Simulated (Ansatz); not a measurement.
Relaxed-ion elastic tensor of VCu₃S₄ in space group P-43m (No. 215; V on 1a, Cu on 3d, S on 4e) in GPa (Voigt order), plane-wave PAW LDA (Ansatz code); density 4.26 g/cm³, 18.02 Å³ per atom.

|  | 1 | 2 | 3 | 4 | 5 | 6 |
|---|---|---|---|---|---|---|
| 1 | 118 | 24.0 | 24.0 | 0.0 | 0.0 | 0.0 |
| 2 | 24.0 | 118 | 24.0 | 0.0 | 0.0 | 0.0 |
| 3 | 24.0 | 24.0 | 118 | 0.0 | 0.0 | 0.0 |
| 4 | 0.0 | 0.0 | 0.0 | 23.2 | 0.0 | 0.0 |
| 5 | 0.0 | 0.0 | 0.0 | 0.0 | 23.2 | 0.0 |
| 6 | 0.0 | 0.0 | 0.0 | 0.0 | 0.0 | 23.2 |

### Question
Is the crystal mechanically stable?

### Answer
Yes: the smallest eigenvalue of C is 23.2 GPa.

### Question
Work out the Voigt, Reuss and Hill averages.

### Answer
K_V = 55.2, K_R = 55.2, K_H = 55.2; G_V = 32.6, G_R = 29.1, G_H = 30.8 GPa.

### Question
Give Young's modulus, Poisson's ratio, Pugh's ratio and the universal anisotropy index.

### Answer
E = 9KG/(3K + G) = 78.0 GPa; ν = 0.26; K/G = 1.79 (near the Pugh limit of 1.75, no verdict); A_U = 5G_V/G_R + K_V/K_R − 6 = 0.62.

### Question
Estimate the sound speeds and the Debye temperature.

### Answer
v_l = √((K + 4G/3)/ρ) = 4750 m/s, v_t = √(G/ρ) = 2690 m/s, mean 2990 m/s; Θ = (h/k)(3n/4πV)^(1/3) v_m = 340 K.

### Question
Give the Zener ratio and Young's modulus along [100], [110] and [111].

### Answer
A = 2C44/(C11 − C12) = 0.50; 1/E = S11 − 2(S11 − S12 − S44/2)Γ with Γ = 0, 1/4, 1/3 gives 110, 68.6, 61.0 GPa.

### Question
Solve the Christoffel equation for the three sound speeds along [100], [110], [111].

### Answer
Eigenvalues of C_ijkl n_j n_l equal ρv² (piezoelectric stiffening left out). In km/s, slowest first: [100] 2.33, 2.33, 5.25; [110] 2.33, 3.32, 4.70; [111] 3.02, 3.02, 4.50.

The first step of the workflow began from a Materials Project structure, measured or hypothetical; the Crystallography Open Database files this formula in space group No. 215, but the cells were not matched. Whether it is the stable phase at ambient conditions was not checked. The LDA relaxation kept the symmetry of its start; phonons on a q-mesh show no instability. No spin polarisation was allowed.

Potentials: the later of the program's two PAW sets.
